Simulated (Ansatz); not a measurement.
Data:

Relaxed SrO (rock salt):

```
CELL_PARAMETERS angstrom
      0.00000     5.19500     5.19500
      2.59750     2.59750     5.19500
      2.59750     2.59750     0.00000
ATOMIC_POSITIONS crystal
  O  0.00000 0.00000 0.00000
  O  0.50000 0.00000 0.00000
  Sr 0.00000 0.50000 0.50000
  Sr 0.50000 0.50000 0.50000
```

A phonon eigenvector at X = (0.5, 0.5, 0.0) is frozen into this cell: atom i moves by Q times the vector below, so Q is the largest atomic displacement, in Å. The cell is held. It is one choice among 2 degenerate patterns. (q is in reciprocal vectors of the primitive cell; the cell shown is doubled to hold the pattern.)

```json
[
 {"atom": "O1", "x": "0.000", "y": "-0.369", "z": "0.000"},
 {"atom": "O2", "x": "0.000", "y": "0.369", "z": "0.000"},
 {"atom": "Sr3", "x": "0.000", "y": "1.000", "z": "0.000"},
 {"atom": "Sr4", "x": "0.000", "y": "-1.000", "z": "0.000"}
]
```

All values below come from PBE (plane waves to 420 eV, PAW, scalar-relativistic; Ansatz, a first-principles code). k mesh 11×11×11 (Γ-centred), Fermi-Dirac smearing 0.05 eV. The energy includes the smearing's −TS. SrO was relaxed with its symmetry unable to fall. The zero of ΔE is the undisplaced structure.

The scan covers Q from -0.180 to 0.180 Å in 13 points.

Problem. Is this a single well or a double well?

Solution. A single well with its minimum at or next to zero displacement.

Problem. Which space group does the distorted structure have?

Solution. Cmcm (No. 63), lowered from Fm-3m.

Problem. What is the energy change at Q = 0.180 Å?

Solution. 160.3 meV/cell.

Problem. What harmonic wavenumber does the curvature at Q = 0 give?

Solution. 122 cm⁻¹.

(A displaced cell: forces are minus the slopes of the energy, force constants its curvatures, and phonons follow from these.)
